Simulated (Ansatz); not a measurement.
## Two states of TaMnN

```
Mn Ta N
1.0
     3.00080    0.00000    0.00000
     0.00000    3.00080    0.00000
     0.00000    0.00000    7.59697
Mn Ta N
2 2 2
Direct
  0.00000 0.50000 0.90000
  0.50000 0.00000 0.10000
  0.00000 0.50000 0.33500
  0.50000 0.00000 0.66500
  0.00000 0.50000 0.61700
  0.50000 0.00000 0.38300
```

Method: r2SCAN; PAW, plane waves to 500 eV, 6×6×3 Γ-centred mesh, gaussian occupations (width 0.0147 eV) (Ansatz 0.2.0), atoms fixed.

State A: Mn1 along (0.00, 0.00, 1.00), Mn2 along (0.00, 0.00, 1.00) (spinors with spin-orbit coupling). State B: Mn1 along (0.00, 0.00, 1.00), Mn2 along (0.00, 0.00, -1.00) (spinors with spin-orbit coupling).

Problem. Which state is lower, and how do they differ?

Solution. State B is lower by 10.9 meV an atom at zero smearing.

| state | free energy (meV/atom) | largest moment in a small sphere (μB) | net moment (μB/cell) | gap on mesh (eV) | pressure (GPa) | largest force (eV/Å) |
| --- | --- | --- | --- | --- | --- | --- |
| A | 11.0 | 2.99 | 5.72 | metal | 8.4 | 1.46 |
| B | 0.0 | 3.12 | 0.18 | metal | 10.1 | 1.02 |

Origin: a known structure type with other elements, at an estimated volume, so it need not be a known compound. Caveats: the state breaks the symmetry of the cell; semilocal functionals often miss the gap of such magnets; the k mesh is coarse if the cell is a metal; atoms or cell far from equilibrium.
